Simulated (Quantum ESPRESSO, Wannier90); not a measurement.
# Tight-binding from DFT: Ga2BiAs (P-4m2)

```
Ga2BiAs
1.0
    4.30014     0.00000     0.00000
    0.00000     4.30014     0.00000
    0.00000     0.00000     6.14586
Ga Bi As
2 1 1
Direct
  0.50000   0.00000   0.72574
  0.00000   0.50000   0.27426
  0.00000   0.00000   0.00000
  0.50000   0.50000   0.50000
```

Materials Project entry mp-1018076; symmetrised, unrelaxed at this level. Not found in the COD (Crystallography Open Database) copy used; not checked further. Computed values, not measurements, from PBEsol: Quantum ESPRESSO (norm-conserving PseudoDojo potentials, cutoff 68 Ry, no spin polarisation, no spin-orbit coupling) on a Γ-centred 6×6×4 mesh, then Wannier90. Density: 8×8×6 mesh, cold smearing 0.01 Ry. Spin-orbit coupling is left out although heavy elements are present.

Base run: 16 functions from bands 21-46 of the 46 computed, start hydrogen-like Ga: s;p; Bi: s;p; As: s;p, centres 0.05 Å off the atoms, frozen window up to 1.50 eV relative to the Fermi level, outer window open. Its settings: num_cg_steps = 5, trial_step = 2 and dis_mix_ratio = 0.5 (the program's defaults), conv_tol = 1.0e-6 over 4 steps, num_iter = 1000, dis_conv_tol = 1.0e-6, dis_num_iter = 1000. One of them is changed at a time.

| run | disentanglement steps | localisation steps | Ω_I (Å²) | Ω_total (Å²) | ended |
|---|---|---|---|---|---|
| base | 61 | 223 | 26.840 | 30.347 | converged |
| num_cg_steps = 20 | 61 | 126 | 26.840 | 30.347 | converged |
| conv_tol = 1.0e-10 | 61 | 331 | 26.840 | 30.347 | converged |
| dis_mix_ratio = 0.2 | 394 | 222 | 26.836 | 30.309 | converged |
